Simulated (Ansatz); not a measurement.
**ZnS with Te replacing S: gradients before and after relaxing the atoms**

Start: a supercell of ZnS (space group P6_3mc) built from a COD entry (the entry's cell lengths or inner coordinates differ somewhat from later room-temperature determinations), with all atoms left at the host's positions.

```cif
data_Zn18TeS17
_symmetry_space_group_name_H-M 'P31m'
_symmetry_Int_Tables_number 157
_cell_length_a 6.6026
_cell_length_b 6.6026
_cell_length_c 18.6900
_cell_angle_alpha 90.000
_cell_angle_beta 90.000
_cell_angle_gamma 120.000
loop_
_atom_site_label
_atom_site_type_symbol
_atom_site_symmetry_multiplicity
_atom_site_Wyckoff_symbol
_atom_site_fract_x
_atom_site_fract_y
_atom_site_fract_z
Zn1 Zn 3 c 0.6667 0.0000 0.0000
Zn4 Zn 3 c 0.6667 0.0000 0.5000
Zn7 Zn 3 c 0.0000 0.3333 0.1667
Zn10 Zn 1 a 0.0000 0.0000 0.6667
Zn11 Zn 2 b 0.3333 0.6667 0.6667
Zn13 Zn 1 a 0.0000 0.0000 0.3333
Zn14 Zn 2 b 0.3333 0.6667 0.3333
Zn16 Zn 3 c 0.0000 0.3333 0.8333
S19 S 3 c 0.6667 0.0000 0.1250
S22 S 3 c 0.6667 0.0000 0.6250
S25 S 3 c 0.0000 0.3333 0.2917
S28 S 1 a 0.0000 0.0000 0.7917
S29 S 2 b 0.3333 0.6667 0.7917
Te Te 1 a 0.0000 0.0000 0.4583
S32 S 2 b 0.3333 0.6667 0.4583
S34 S 3 c 0.0000 0.3333 0.9583
```

One atom of each set is listed.

Method: Kohn–Sham DFT in Ansatz, PBE, plane waves and PAW, scalar-relativistic, 420 eV cutoff, Γ-centred 3×3×1 k-points, Fermi–Dirac smearing 0.01 eV.

The largest force at the start is 2.5 eV/Å. Relaxing the ions at fixed cell moves them by 0.229 Å at most (atom 13, Zn) and 0.088 Å rms.

```
site  moved (Å)                  first shell before                   first shell after  V_zz before (10²¹ V/m²)  η before
 Zn4      0.217  3 S at 2.33–2.34 Å, 1 Te at 2.33 Å  3 S at 2.30–2.32 Å, 1 Te at 2.55 Å                    -2.70      0.06
 Zn7      0.058                  4 S at 2.33–2.34 Å                  4 S at 2.32–2.33 Å                     0.11      0.38
Zn11      0.091                  4 S at 2.33–2.34 Å                  4 S at 2.31–2.32 Å                     0.11      0.00
Zn13      0.229       3 S at 2.33 Å, 1 Te at 2.34 Å       3 S at 2.32 Å, 1 Te at 2.56 Å                    -2.69      0.00
 S22      0.085                 4 Zn at 2.33–2.34 Å                 4 Zn at 2.32–2.34 Å                     0.26      0.99
 S25      0.079                 4 Zn at 2.33–2.34 Å                 4 Zn at 2.32–2.33 Å                    -0.39      0.05
 S29      0.063                 4 Zn at 2.33–2.34 Å                 4 Zn at 2.31–2.33 Å                    0.004      0.00
  Te      0.005                 4 Zn at 2.33–2.34 Å                 4 Zn at 2.55–2.56 Å                     0.20      0.00
 S32      0.022                 4 Zn at 2.33–2.34 Å                 4 Zn at 2.30–2.34 Å                     0.66      0.00
 S34      0.003                 4 Zn at 2.33–2.34 Å                 4 Zn at 2.32–2.33 Å                    0.055      0.05
```

(1) What are V_zz and η after the relaxation?

## Answers

(1) 

```json
{"site": "Zn4", "V_zz after": "1.38", "η after": "0.12", "change of V_zz": "+4.08"}
{"site": "Zn7", "V_zz after": "0.41", "η after": "0.88", "change of V_zz": "–"}
{"site": "Zn11", "V_zz after": "-0.38", "η after": "0.00", "change of V_zz": "-0.49"}
{"site": "Zn13", "V_zz after": "1.15", "η after": "0.00", "change of V_zz": "+3.84"}
{"site": "S22", "V_zz after": "0.93", "η after": "0.64", "change of V_zz": "+0.67"}
{"site": "S25", "V_zz after": "-1.11", "η after": "0.97", "change of V_zz": "-0.72"}
{"site": "S29", "V_zz after": "-0.52", "η after": "0.00", "change of V_zz": "-0.52"}
{"site": "Te", "V_zz after": "3.43", "η after": "0.00", "change of V_zz": "+3.23"}
{"site": "S32", "V_zz after": "2.43", "η after": "0.00", "change of V_zz": "+1.77"}
{"site": "S34", "V_zz after": "-0.38", "η after": "0.20", "change of V_zz": "-0.44"}
```

The largest change of V_zz along a kept axis is on Zn4, from -2.70 to 1.38. Small gradients that grow severalfold: Te (0.20 to 3.43). Where |V_zz| stays above 0.1 and the axes keep their order, η moves most on S25, from 0.05 to 0.97. V_zz changes sign on Zn4 (axis turned by 10°), Zn13 (same axis), Zn11 (same axis), S34 (axis turned by 27°), S28 (same axis) (not all in the table). On Zn7, S19, Zn16 (not all in the table) the largest principal value lies along another axis in the second run, so the two V_zz can't be compared directly. The table leaves out 6 of the 16 sites, with |V_zz| up to 0.56; their tensors move by 0.47 at most along any direction. The statements above cover all sites. The host's own positions weren't relaxed first, so part of the change far from the defect can be the host's relaxation.

The defect repeats with the cell of 36 atoms, so it feels its images: sites between two images don't show the values beside a lone defect, and zeros or small values of η there can come from the images' arrangement. S and Zn carry a gradient in the pure host already, so the values there aren't the defect's effect alone. Without spin–orbit coupling the gradients at and beside Te can be off by some per cent, at some sites by more.
Before: The neighbours have not yet relaxed around the defect (largest force 2.5 eV/Å), so a real crystal will differ.
After: The relaxation keeps the site symmetry 3m of the start, so the impurity can move only along its axis; a start off the site could end lower.
